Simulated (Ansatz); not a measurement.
**Property card for Ti₂NbC₃**

Method: DFT PBE, scalar-relativistic, plane waves, PAW in Ansatz.

Cutoff 420 eV; k points 12×12×12 on the computed 6-atom cell (Γ-centred); Gaussian smearing, width 0.10 eV; no spin polarisation.

The structure is relaxed at this level of theory with its symmetry kept, and needn't be the ground state of this composition.

Space group P6/mmm (No. 191), hexagonal, a = 4.808 Å, c = 3.228 Å. Ti has 6 C at 2.13 Å, 3 Ti at 2.78 Å, 6 Nb at 3.21 Å and 2 Ti at 3.23 Å; Nb has 6 C at 2.40 Å, 12 Ti at 3.21 Å and 2 Nb at 3.23 Å; C is surrounded by 4 Ti at 2.13 Å, 4 C at 2.40 Å and 2 Nb at 2.40 Å.

- Volume per atom: 10.77 Å³
- Formation energy from the elements' standard states (uncorrected): -0.102 eV/atom
- Kohn–Sham band gap: none (metal)
- Density of states at the Fermi level: 1.9 states/eV per cell
- Orbital (Löwdin) character within 0.5 eV of the Fermi level: C 2p 33 %, Ti 3d 33 %, Nb 4d 30 %
- Bader charge by site (e): Ti (2 in the cell) 1.55, Nb (1 in the cell) 1.18, C (3 in the cell) -1.43

The cell was found from a structure generator's guess, not taken from experiment. Löwdin shares on free-atom orbitals overweight diffuse shells.
